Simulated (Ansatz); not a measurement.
Data:

W:
```cif
data_W2
_chemical_formula_sum 'W2'
_space_group_name_H-M_alt 'P 1'
_space_group_IT_number 1
_cell_length_a 2.75559
_cell_length_b 2.75559
_cell_length_c 4.96012
_cell_angle_alpha 90.000
_cell_angle_beta 90.000
_cell_angle_gamma 120.000
loop_
_space_group_symop_operation_xyz
  'x, y, z'
loop_
_atom_site_label
_atom_site_type_symbol
_atom_site_fract_x
_atom_site_fract_y
_atom_site_fract_z
_atom_site_occupancy
W1 W 0.33333 0.66667 0.75000 1
W2 W 0.66667 0.33333 0.25000 1
```

This is the r²SCAN-relaxed structure.

Question: All from r²SCAN in the plane-wave PAW code Ansatz, unless another level is named. Estimate the density of states at the Fermi level.

Answer: 0.88 states/eV per atom (mean over ±0.08 eV).

Question: What about the gap with spin–orbit coupling?

Answer: none (metallic).

Space group P6_3/mmc (hcp (Mg type)). The start of the workflow was typed in or built on a structure type; the Crystallography Open Database copy checked does not list it. It is not the phase usual at ambient conditions (space group No. 229). Symmetry was held in the r²SCAN relaxation; whether a distortion lowers the energy is not shown. The run is not spin-polarised. Scalar-relativistic: spin–orbit coupling is off unless named, which matters more the heavier the elements.

Potentials: the earlier of the program's two PAW sets.
